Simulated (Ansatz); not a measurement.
Fe3Ge in space group P6_3/mmc (No. 194; Fe on 6h, Ge on 2c), plane-wave PAW r²SCAN (Ansatz code), all energies at zero smearing, with the estimated change up to a 700 eV cutoff added, with one set of potentials and settings (totals compare only within such a set). Cell of 8 atoms (6 Fe, 2 Ge): -35521.501 eV.

| element | reference phase | E (eV/atom) |
|---|---|---|
| Fe | Im-3m, 1 atoms in the cell, spin-polarised | -4485.8961 |
| Ge | Fd-3m, 2 atoms in the cell | -4302.9041 |

Formation energy per atom, worked out: (-35521.501 − 6×(-4485.8961) − 2×(-4302.9041))/8 = -0.040 eV/atom (-4 kJ per mol of atoms), at 0 K, without zero-point energy or fitted corrections.

The workflow started from a Materials Project entry (that database holds measured and hypothetical structures alike); the Crystallography Open Database files this formula in space group No. 194, but the cells were not matched. Its standing as an ambient phase is unchecked. The r²SCAN relaxation kept the symmetry of its start; its stability against distortions is not shown here. Spin order of the final state: ferromagnetic, chosen from 3 collinear starts compared on coarse meshes (ties went to the first, and starts can fall back to one state), not a proven ground state. Other orbital occupations within this spin state were not tried. The references are the lowest solids computed at this level, not always the standard phases.

Potentials: the later of the program's two PAW sets.
